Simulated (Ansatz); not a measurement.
Method: DFT, PBEsol, plane waves (420 eV) with PAW, scalar-relativistic in Ansatz. (PAW data from PBE, frozen cores regenerated.)

An element in the omega (AlB2-type) structure gives this curve. The cell is scaled uniformly from the relaxed one, with fractional coordinates and shape fixed. Energies are extrapolated to zero smearing, pressures are those at the given smearing. Magnetic state: spin not included.

```json
{"V (Å³/atom)": "46.168", "E − E₀ (meV/atom)": "28.9", "P (GPa)": "1.79"}
{"V (Å³/atom)": "48.267", "E − E₀ (meV/atom)": "11.4", "P (GPa)": "1.08"}
{"V (Å³/atom)": "50.365", "E − E₀ (meV/atom)": "2.3", "P (GPa)": "0.49"}
{"V (Å³/atom)": "52.464", "E − E₀ (meV/atom)": "0.1", "P (GPa)": "-0.01"}
{"V (Å³/atom)": "54.562", "E − E₀ (meV/atom)": "3.5", "P (GPa)": "-0.43"}
{"V (Å³/atom)": "56.661", "E − E₀ (meV/atom)": "11.8", "P (GPa)": "-0.79"}
{"V (Å³/atom)": "58.759", "E − E₀ (meV/atom)": "24.3", "P (GPa)": "-1.10"}
```

**Question.** Which element is it?
A. strontium
B. barium
C. calcium
D. ytterbium

**Answer.** A. Its fit is V₀ = 52.18 Å³/atom, B₀ = 11.2 GPa, B₀′ = 3.4.
